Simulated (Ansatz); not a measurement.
**Zincblende alloy of AlP and GaP (6 of 32 Al sites exchanged), 64 atoms**

Computed with Ansatz, DFT, PBEsol, PAW, plane waves.

Command:

```sh
ansatz run in.yaml --threads 8 --pin off --max-ram 118750MiB --runs-dir r --events-out ev --progress --plain --backend cuda --devices 0, --max-vram 170GiB
```

The input less its lattice and atoms:

```yaml
crystal:
  symmetry: { detect: false }
kpoints:
  mp_grid: { grid: [1, 1, 1], shift: [0.25, 0.25, 0.25] }
hamiltonian:
  xc: pbesol
scf:
  occupations: { method: fermi_dirac, width: 0.01 }
relax:
  f_tol: 0.03
  max_steps: 80
  escape_saddle: false
  adjacent_minimum: "off"
  cell: { fix: [shape] }
output:
  forces: true
  eigenvalues: true
  populations: true
```

Start:

```
Al Ga P
1.0
    10.92802    0.00000    0.00000
     0.00000   10.92802    0.00000
     0.00000    0.00000   10.92802
Al Ga P
26 6 32
Cartesian
  0.0138 0.0047 10.8983
  0.0331 0.0135 5.4904
  0.0254 5.4795 0.0356
  5.4862 10.8984 10.9243
  5.4713 0.0158 5.4500
  5.4382 5.5000 10.9211
  2.7741 8.1721 0.0422
  8.1796 2.7424 0.0239
  8.1816 2.6872 5.4434
  8.2142 8.1804 10.9097
  8.2224 8.1904 5.4488
  2.7297 0.0083 2.7454
  2.7439 10.9099 8.1872
  2.7228 5.4659 2.7307
  2.7279 5.4771 8.1957
  8.1707 10.9164 2.7785
  8.2012 10.8937 8.1840
  8.2062 5.4805 2.7150
  8.1930 5.4826 8.2102
  0.0040 2.7216 2.7528
  0.0096 2.7334 8.1886
  0.0312 8.1919 2.7262
  10.9121 8.2003 8.2236
  5.4785 2.7499 2.7584
  5.4699 8.1936 2.7129
  5.4487 8.2517 8.1845
  10.9247 5.4349 5.4462
  5.4618 5.4577 5.4823
  2.7248 2.7506 0.0194
  2.7377 2.7253 5.5051
  2.7070 8.2027 5.4849
  5.4909 2.7280 8.2500
  1.3432 1.3888 1.4114
  1.3547 1.4208 6.8538
  1.3721 6.8405 1.3615
  1.3637 6.8425 6.8193
  6.8555 1.3509 1.3393
  6.8348 1.3479 6.8276
  6.8550 6.8166 1.3320
  6.8146 6.8541 6.8304
  4.0909 4.0752 1.3668
  4.1291 4.0440 6.8412
  4.0984 9.5375 1.3579
  4.0918 9.5690 6.8255
  9.5662 4.1041 1.3673
  9.5405 4.0631 6.8385
  9.5847 9.5577 1.3814
  9.5597 9.5512 6.8218
  4.1205 1.3619 4.1138
  4.0871 1.3829 9.5529
  4.1047 6.8283 4.0716
  4.1014 6.8560 9.5679
  9.5628 1.3881 4.1159
  9.5453 1.3658 9.5896
  9.5862 6.8225 4.1186
  9.5489 6.8424 9.5584
  1.3376 4.1360 4.1030
  1.3600 4.0718 9.5380
  1.3507 9.5500 4.0514
  1.4226 9.5925 9.5552
  6.8388 4.0925 4.0986
  6.8374 4.1139 9.5487
  6.8665 9.5551 4.0981
  6.8437 9.5606 9.5549
```

Steps:

| step | energy less the first (eV) | largest force component (eV/Å) | pressure (GPa) |
| --- | --- | --- | --- |
| start | 0.000 | 0.732 | 0.15 |
| 1 | -0.397 | 0.232 | 0.08 |
| 2 | -0.444 | 0.012 | -0.03 |

A structure on the way, about -0.40 eV from the start:

```xyz
64
Lattice="10.9276 0.0000 0.0000 0.0000 10.9276 0.0000 0.0000 0.0000 10.9276" Properties=species:S:1:pos:R:3 pbc="T T T"
Al   10.9256    0.0051   10.9174
Al    0.0067    0.0070    5.4682
Al    0.0103    5.4619    0.0151
Al    5.4771    0.0004    0.0003
Al    5.4619    0.0191    5.4641
Al    5.4588    5.4748   10.9256
Al    2.7544    8.1913    0.0186
Al    8.1947    2.7256    0.0096
Al    8.1936    2.7201    5.4598
Al    8.2038    8.1833   10.9212
Al    8.2101    8.1946    5.4548
Al    2.7274    0.0041    2.7392
Al    2.7366   10.9186    8.2002
Al    2.7304    5.4637    2.7443
Al    2.7317    5.4637    8.1973
Al    8.1910   10.9206    2.7422
Al    8.1985   10.9209    8.1889
Al    8.2045    5.4649    2.7266
Al    8.1972    5.4651    8.1972
Al    0.0114    2.7177    2.7349
Al    0.0111    2.7351    8.1831
Al    0.0134    8.1975    2.7365
Al    0.0010    8.1927    8.2030
Al    5.4597    2.7494    2.7487
Al    5.4607    8.1955    2.7376
Al    5.4595    8.2146    8.1877
Ga    0.0094    5.4419    5.4450
Ga    5.4710    5.4628    5.4756
Ga    2.7424    2.7470    0.0041
Ga    2.7463    2.7373    5.4960
Ga    2.7236    8.1854    5.4829
Ga    5.4683    2.7406    8.2230
P     1.3727    1.3757    1.3699
P     1.3690    1.3769    6.8298
P     1.3702    6.8324    1.3639
P     1.3671    6.8201    6.8254
P     6.8314    1.3712    1.3712
P     6.8273    1.3688    6.8376
P     6.8362    6.8265    1.3660
P     6.8305    6.8392    6.8288
P     4.0924    4.0996    1.3672
P     4.1147    4.0962    6.8348
P     4.1046    9.5615    1.3671
P     4.0938    9.5661    6.8269
P     9.5676    4.0938    1.3692
P     9.5640    4.0968    6.8282
P     9.5720    9.5516    1.3695
P     9.5660    9.5597    6.8318
P     4.0951    1.3664    4.1051
P     4.1000    1.3705    9.5608
P     4.1022    6.8234    4.1040
P     4.1010    6.8352    9.5667
P     9.5591    1.3778    4.1013
P     9.5661    1.3687    9.5599
P     9.5739    6.8220    4.1075
P     9.5651    6.8307    9.5588
P     1.3679    4.0960    4.1049
P     1.3650    4.0902    9.5562
P     1.3691    9.5535    4.0948
P     1.3823    9.5745    9.5667
P     6.8331    4.1009    4.0988
P     6.8355    4.0996    9.5602
P     6.8425    9.5703    4.0990
P     6.8344    9.5644    9.5595
```

End:

```
Al Ga P
1.0
    10.93148    0.00000    0.00000
     0.00000   10.93148    0.00000
     0.00000    0.00000   10.93148
Al Ga P
26 6 32
Cartesian
  0.0044 0.0017 0.0009
  0.0061 0.0001 5.4639
  0.0065 5.4627 0.0001
  5.4679 0.0056 0.0014
  5.4651 0.0046 5.4692
  5.4694 5.4641 0.0028
  2.7383 8.1994 0.0046
  8.2026 2.7317 0.0005
  8.1993 2.7355 5.4677
  8.2027 8.1984 0.0016
  8.2045 8.1964 5.4657
  2.7322 10.9309 2.7377
  2.7340 0.0054 8.1958
  2.7321 5.4633 2.7413
  2.7370 5.4622 8.1995
  8.2005 10.9311 2.7332
  8.1995 0.0005 8.1999
  8.2016 5.4623 2.7387
  8.2035 5.4650 8.1954
  0.0059 2.7313 2.7366
  0.0055 2.7314 8.1967
  0.0033 8.1928 2.7381
  0.0058 8.1995 8.1985
  5.4621 2.7335 2.7392
  5.4678 8.1985 2.7407
  5.4663 8.1986 8.1996
  0.0107 5.4688 5.4713
  5.4698 5.4682 5.4719
  2.7424 2.7345 0.0030
  2.7430 2.7424 5.4725
  2.7407 8.1964 5.4705
  5.4691 2.7379 8.2030
  1.3746 1.3690 1.3663
  1.3739 1.3718 6.8268
  1.3717 6.8318 1.3702
  1.3743 6.8330 6.8325
  6.8342 1.3712 1.3718
  6.8312 1.3704 6.8395
  6.8372 6.8332 1.3732
  6.8351 6.8346 6.8344
  4.1005 4.1008 1.3708
  4.1099 4.1003 6.8345
  4.1051 9.5687 1.3725
  4.1021 9.5668 6.8348
  9.5708 4.1004 1.3703
  9.5735 4.1031 6.8306
  9.5713 9.5655 1.3713
  9.5707 9.5675 6.8348
  4.0950 1.3688 4.1043
  4.1016 1.3728 9.5629
  4.1015 6.8284 4.1078
  4.1038 6.8319 9.5683
  9.5678 1.3667 4.1007
  9.5697 1.3672 9.5649
  9.5723 6.8254 4.1055
  9.5716 6.8323 9.5662
  1.3684 4.0979 4.1090
  1.3738 4.0937 9.5668
  1.3723 9.5576 4.1037
  1.3747 9.5680 9.5681
  6.8286 4.1026 4.1042
  6.8376 4.1007 9.5658
  6.8368 9.5680 4.1048
  6.8349 9.5670 9.5684
```

Self-consistency was reached.

Time: 3.7 s of wall time on one NVIDIA GB200 with 8 processor threads, on a host shared with other runs; peak host memory 1.8 GiB.

(1) How much energy did the relaxation gain, and which atom moved most?

## Answers

(1) 0.44 eV in 2 steps, from a start with small random displacements; atom 34 (P) moved 0.06 Å, the median atom 0.03 Å (drift of the whole cell removed).
